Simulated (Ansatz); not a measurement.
The calculation used Ansatz 0.2.0, DFT PBE, scalar-relativistic, plane waves, PAW. Settings: cutoff 420 eV, Γ-centred meshes spaced at most about 0.3 Å⁻¹, and about 0.25 Å⁻¹ or finer for metals (2π included), Gaussian smearing. No spin polarisation in the final relaxations.

Temperature and zero-point effects are left out.

Two forms of SnGe₃Te₄ were relaxed alike.

A.

```
CELL_PARAMETERS angstrom
7.46399 0.00000 0.00000
0.00000 4.29586 0.00000
-2.46752 0.00000 7.37531
ATOMIC_POSITIONS crystal
Sn 0.00510 0.00000 0.01200
Ge 0.01051 0.50000 0.52672
Ge 0.50647 0.00000 0.51525
Ge 0.50954 0.50000 0.03387
Te 0.73553 0.50000 0.71586
Te 0.73332 0.00000 0.23446
Te 0.24321 0.00000 0.72114
Te 0.25633 0.50000 0.24068
```

B.

```
CELL_PARAMETERS angstrom
4.32634 -6.11213 0.00000
4.32634 6.11213 0.00000
0.00000 0.00000 4.32005
ATOMIC_POSITIONS crystal
Sn 0.00000 0.00000 0.50000
Ge 0.00000 0.50000 0.00000
Ge 0.50000 0.50000 0.50000
Ge 0.50000 0.00000 0.00000
Te 0.73802 0.73802 0.00000
Te 0.74407 0.25593 0.50000
Te 0.25593 0.74407 0.50000
Te 0.26198 0.26198 0.00000
```

Problem. Which form is favoured at zero pressure, and by what margin per atom?

Solution. A is lower, by 15 meV/atom. The two are nearly one structure: a small distortion parts them. A has Sn and Ge ordered on rock salt sites, space group Pm (No. 6), 29.6 Å³/atom and a gap of 0.38 eV on its mesh; B has Sn and Ge ordered on rock salt sites, space group Cmmm (No. 65), 28.6 Å³/atom and no gap. The lower one is the more open, so pressure narrows the difference. In A, Sn is surrounded by 3 Te at 3.03–3.06 Å and 3 Te at 3.29–3.32 Å; around Ge on its first site lie 3 Te at 2.87–2.88 Å and 3 Te at 3.30–3.33 Å; Te on its first site has 3 Ge at 2.88 Å, 2 Sn at 3.32 Å and 1 Ge at 3.41 Å; 5 more sites not described. In B, around Sn lie 6 Te at 3.13 Å; Ge on a site of symmetry 2/m is surrounded by 6 Te at 3.06 Å; around Te on a site of symmetry 2mm lie 4 Ge at 2.98–3.06 Å and 2 Sn at 3.13 Å; 2 more sites not described. Both come from invented guesses.

These runs have no spin–orbit coupling, which can matter for Te. Kohn–Sham gaps at this level usually fall short of measured ones. The missing spin–orbit coupling can work the other way here. The zero gap of Cmmm may come from the functional, which often closes small gaps, or the cell may be a true semimetal. Cells relaxed within their symmetry can be saddle points. The Pm cell of SnGe3Te4 came from shaking the Cmmm one.
